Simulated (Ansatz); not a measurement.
Cell and atoms are relaxed with the symmetry kept. Start:

```cif
data_structure
_symmetry_space_group_name_H-M 'P6_3/m'
_symmetry_Int_Tables_number 176
_cell_length_a 7.6044
_cell_length_b 7.6044
_cell_length_c 2.9063
_cell_angle_alpha 90.000
_cell_angle_beta 90.000
_cell_angle_gamma 120.000
_cell_volume 145.55
loop_
_atom_site_label
_atom_site_type_symbol
_atom_site_symmetry_multiplicity
_atom_site_Wyckoff_symbol
_atom_site_fract_x
_atom_site_fract_y
_atom_site_fract_z
_atom_site_occupancy
Si1 Si 6 h 0.76848 0.17456 0.25000 1
N1 N 6 h 0.03050 0.33024 0.25000 1
N2 N 2 d 0.66667 0.33333 0.25000 1
```

The calculation used DFT PBE, scalar-relativistic, plane waves, PAW in Ansatz.

Cutoff 420 eV; k points 6×6×8 on the computed 14-atom cell (Γ-centred); Gaussian smearing, width 0.02 eV; no spin polarisation.

Task: What does it relax to?

Result: The volume goes up by 0.24 Å³/atom to 10.63 Å³/atom, and the energy falls by 4.0 meV/atom. Final structure:
```cif
data_structure
_symmetry_space_group_name_H-M 'P6_3/m'
_symmetry_Int_Tables_number 176
_cell_length_a 7.6636
_cell_length_b 7.6636
_cell_length_c 2.9264
_cell_angle_alpha 90.000
_cell_angle_beta 90.000
_cell_angle_gamma 120.000
_cell_volume 148.85
loop_
_atom_site_label
_atom_site_type_symbol
_atom_site_symmetry_multiplicity
_atom_site_Wyckoff_symbol
_atom_site_fract_x
_atom_site_fract_y
_atom_site_fract_z
_atom_site_occupancy
Si1 Si 6 h 0.76891 0.17501 0.25000 1
N1 N 6 h 0.03083 0.33000 0.25000 1
N2 N 2 d 0.66667 0.33333 0.25000 1
```

Course of the relaxation (steps run on the plane waves of an earlier cell, and the basis is chosen afresh near the end, so energy and pressure can step there; trial steps that raised the energy were taken back; energies are free energies):

```json
{"step": "1", "E − E_final (meV/atom)": "4.0", "largest force component (eV/Å)": "0.046", "P (GPa)": "5.57", "V (Å³/atom)": "10.40"}
{"step": "2", "E − E_final (meV/atom)": "1.4", "largest force component (eV/Å)": "0.031", "P (GPa)": "2.69", "V (Å³/atom)": "10.51"}
{"step": "3", "E − E_final (meV/atom)": "0.7", "largest force component (eV/Å)": "0.008", "P (GPa)": "0.10", "V (Å³/atom)": "10.62"}
{"step": "4", "E − E_final (meV/atom)": "0.7", "largest force component (eV/Å)": "0.003", "P (GPa)": "0.00", "V (Å³/atom)": "10.63"}
{"step": "5", "E − E_final (meV/atom)": "0.0", "largest force component (eV/Å)": "0.003", "P (GPa)": "0.12", "V (Å³/atom)": "10.63"}
{"step": "6", "E − E_final (meV/atom)": "0.0", "largest force component (eV/Å)": "0.000", "P (GPa)": "0.00", "V (Å³/atom)": "10.63"}
{"step": "7", "E − E_final (meV/atom)": "0.0", "largest force component (eV/Å)": "0.000", "P (GPa)": "0.00", "V (Å³/atom)": "10.63"}
```

Cost: 1 run of about 4.2 core-minutes, on Intel Xeon Processor @ 2.50GHz (Skylake/Cascade Lake) (shared hosts).